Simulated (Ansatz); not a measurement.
## Zn3S2O: stable or not

The structure comes from a generated guess, relaxed at this level; another structure or a mixture of phases may lie lower.

Theory: DFT PBE, scalar-relativistic, plane waves, PAW in Ansatz. Settings of the last relaxation (6-atom cell): 420 eV, 10×10×10 k points, Gaussian smearing of 0.02 eV, no spin polarisation.

```xyz
6
Lattice="-1.8437 1.8437 7.5798 1.8437 -1.8437 7.5798 1.8437 1.8437 -7.5798" Properties=species:S:1:pos:R:3 pbc="T T T"
Zn    0.0000    0.0000   10.4100
Zn    0.0000    0.0000    4.7496
Zn    0.0000    0.0000    0.0000
S     1.8437    0.0000    6.1624
S     1.8437    0.0000    1.4175
O     0.0000    1.8437    3.7899
```

Energies over the elements count from the elements' standard structures at the same level (O₂ as a molecule), with no fitted energy shifts.

Problem. These tests were run: energy against the elements; random kick, then relaxation without symmetry; elastic tensor. What do they show?

Solution.

```tsv
test	result
energy against the elements	−0.945 eV/atom
random kick, then relaxation without symmetry	returns
elastic tensor	least eigenvalue 24 GPa
```

It fails none of these tests. Other phases of the system weren't compared here, so this isn't yet thermodynamic stability. Phonons away from Γ weren't computed.

The reference form of S is held partly by dispersion forces, which this level lacks. The kick test ran on a coarse mesh. The run for the elastic tensor used a 10×10×10 k mesh.
